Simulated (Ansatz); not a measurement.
Relaxed-ion elastic tensor of CrIr3 (Cu3Au type, space group No. 221) in GPa (Voigt order), plane-wave PAW PBEsol (Ansatz code); density 19.37 g/cm³, 13.47 Å³ per atom.

```tsv
	1	2	3	4	5	6
1	585	227	227	0.0	0.0	0.0
2	227	585	227	0.0	0.0	0.0
3	227	227	585	0.0	0.0	0.0
4	0.0	0.0	0.0	291	0.0	0.0
5	0.0	0.0	0.0	0.0	291	0.0
6	0.0	0.0	0.0	0.0	0.0	291
```

Q: Is the crystal mechanically stable?

A: Yes: the smallest eigenvalue of C is 291 GPa.

Q: Work out the Voigt, Reuss and Hill averages.

A: K_V = 346, K_R = 346, K_H = 346; G_V = 246, G_R = 233, G_H = 240 GPa.

Q: Give Young's modulus, Poisson's ratio, Pugh's ratio and the universal anisotropy index.

A: E = 9KG/(3K + G) = 584 GPa; ν = 0.22; K/G = 1.45 (brittle by the Pugh limit of 1.75); A_U = 5G_V/G_R + K_V/K_R − 6 = 0.29.

Q: Estimate the sound speeds and the Debye temperature.

A: v_l = √((K + 4G/3)/ρ) = 5860 m/s, v_t = √(G/ρ) = 3520 m/s, mean 3890 m/s; Θ = (h/k)(3n/4πV)^(1/3) v_m = 487 K.

Space group Pm-3m (Cu3Au type). The first step of the workflow began from a Materials Project structure, measured or hypothetical; the Crystallography Open Database copy checked does not list it. With Cr and Ir taken as one species the cell has the higher symmetry Fm-3m, so it may be an ordered model of a mixed-site phase. Its standing as an ambient phase is unchecked. The cell was relaxed with PBEsol under the symmetry of its start; whether a distortion lowers the energy is not shown. Spin order of the final state: ferromagnetic, chosen from 4 collinear starts compared on coarse meshes (ties went to the first, and starts can fall back to one state), not a proven ground state. As this level gives no gap, shear constants depend on the k-mesh and smearing (Fermi–Dirac, 0.1 eV here). Scalar-relativistic: spin–orbit coupling is off unless named, which matters more the heavier the elements.

Potentials: the later of the program's two PAW sets.
